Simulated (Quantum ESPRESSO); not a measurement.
Band energies of SrO

```
CELL_PARAMETERS angstrom
      0.00000     2.55945     2.55945
      2.55945     0.00000     2.55945
      2.55945     2.55945     0.00000
ATOMIC_POSITIONS crystal
  O  0.00000 0.00000 0.00000
  Sr 0.50000 0.50000 0.50000
```

norm-conserving PBEsol (Quantum ESPRESSO, 84 Ry, with spin-orbit coupling); path ΓXWKΓLUWLK,UX; energies in eV from the valence-band maximum.

```csv
k (1/Å),point,band 16,band 17,band 18,band 19,band 20,band 21,band 22,band 23
0.00,Γ,0.00,3.94,3.94,6.21,6.21,6.21,6.21,6.25
0.33,,-0.07,4.82,4.82,5.40,5.40,7.00,7.00,7.03
0.67,,-0.12,4.13,4.13,6.20,6.20,8.89,8.89,8.93
1.00,,-0.07,3.34,3.34,7.54,7.54,10.13,10.13,10.36
1.23,X,-0.05,3.18,3.18,7.90,7.90,10.26,10.26,10.33
1.35,,-0.11,3.33,3.33,8.00,8.00,9.73,9.73,10.42
1.72,,-0.36,5.11,5.11,6.92,6.92,8.68,8.68,11.33
1.84,W,-0.38,5.98,5.98,5.98,5.98,8.74,8.74,11.33
2.06,,-0.43,5.06,5.06,7.16,7.16,8.79,8.79,10.89
2.28,K,-0.45,4.73,4.73,7.90,7.90,8.86,8.86,10.30
2.38,,-0.47,5.36,5.36,7.38,7.38,9.05,9.05,9.86
2.68,,-0.45,6.23,6.23,6.88,6.88,8.47,8.47,8.85
3.08,,-0.22,5.71,5.71,5.78,5.78,6.96,6.96,7.81
3.38,,-0.05,4.35,4.35,6.05,6.05,6.35,6.35,6.52
3.58,Γ,0.00,3.94,3.94,6.21,6.21,6.21,6.21,6.25
3.68,,-0.04,4.06,4.06,6.18,6.18,6.26,6.26,6.29
4.00,,-0.46,5.51,5.51,5.97,5.97,6.98,6.98,7.01
4.32,,-0.96,6.22,6.22,7.43,7.43,8.22,8.22,8.26
4.64,L,-1.16,6.56,6.56,8.34,8.34,8.93,8.93,8.98
4.96,,-0.93,6.37,6.37,7.24,7.24,9.21,9.21,9.56
5.28,,-0.50,5.13,5.13,7.57,7.57,9.04,9.04,10.00
5.39,U,-0.45,4.73,4.73,7.90,7.90,8.86,8.86,10.30
5.72,,-0.40,5.46,5.46,6.57,6.57,8.75,8.75,11.21
5.83,W,-0.38,5.98,5.98,5.98,5.98,8.74,8.74,11.33
6.00,,-0.47,6.06,6.06,6.10,6.10,8.88,8.88,10.82
6.26,,-0.79,6.35,6.35,6.70,6.70,9.40,9.40,9.61
6.52,,-1.10,6.54,6.54,7.75,7.75,9.03,9.03,9.39
6.69,L,-1.16,6.56,6.56,8.34,8.34,8.93,8.93,8.98
6.78,,-1.15,6.56,6.56,8.14,8.14,8.97,8.97,9.13
7.03,,-0.92,6.35,6.35,7.21,7.21,9.23,9.23,9.56
7.28,,-0.56,5.38,5.38,7.41,7.41,9.15,9.15,9.83
7.45,K,-0.45,4.73,4.73,7.90,7.90,8.86,8.86,10.30
7.45,U,-0.45,4.73,4.73,7.90,7.90,8.86,8.86,10.30
7.88,X,-0.05,3.18,3.18,7.90,7.90,10.26,10.26,10.33
```

The PBEsol gap is indirect, 3.18 eV, from Γ to X; the smallest direct gap is 3.23 eV.

Geometry relaxed with PBEsol.
